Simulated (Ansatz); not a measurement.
TiC:
```cif
data_C2Ti2
_chemical_formula_sum 'Ti2 C2'
_space_group_name_H-M_alt 'P63/mmc'
_space_group_IT_number 194
_space_group_name_Hall '-P 6c 2c'
_cell_length_a 3.61447
_cell_length_b 3.61447
_cell_length_c 4.28600
_cell_angle_alpha 90.000
_cell_angle_beta 90.000
_cell_angle_gamma 120.000
loop_
_atom_site_label
_atom_site_type_symbol
_atom_site_symmetry_multiplicity
_atom_site_Wyckoff_symbol
_atom_site_fract_x
_atom_site_fract_y
_atom_site_fract_z
_atom_site_occupancy
Ti1 Ti 2 c 0.33333 0.66667 0.25000 1
C1 C 2 d 0.66667 0.33333 0.25000 1
```

Relaxed at zero pressure with the program Ansatz at the PBE level (PAW).

Q: The volume is raised by 9 % and shape and atoms relax at that volume. What pressure results, and how do the axes share the change?

A: -14.0 GPa; a 3.4 %, b 3.4 %, c 2.0 %; the energy rises by 51 meV/atom.

Q: Give the new structure.

A: 
Space group P6₃/mmc (No. 194); a = 3.7360 Å, b = 3.7360 Å, c = 4.3728 Å, α = 90.00°, β = 90.00°, γ = 120.00°

```tsv
atom	site	symmetry	x	y	z
Ti	2c	-6m2	0.3333	0.6667	0.2500
C	2d	-6m2	0.6667	0.3333	0.2500
```

The phase is kept; no other phase was compared at this pressure.

Space group P6_3/mmc. The start of the workflow was typed in or built on a structure type; neither database checked (COD, Materials Project) lists it. It is not the phase usual at ambient conditions (space group No. 225). The cell was relaxed with PBE under the symmetry of its start; whether a distortion lowers the energy is not shown. No spin polarisation was allowed. The volume moved by -15 % from the start of the relaxation.

Potentials: the earlier of the program's two PAW sets.
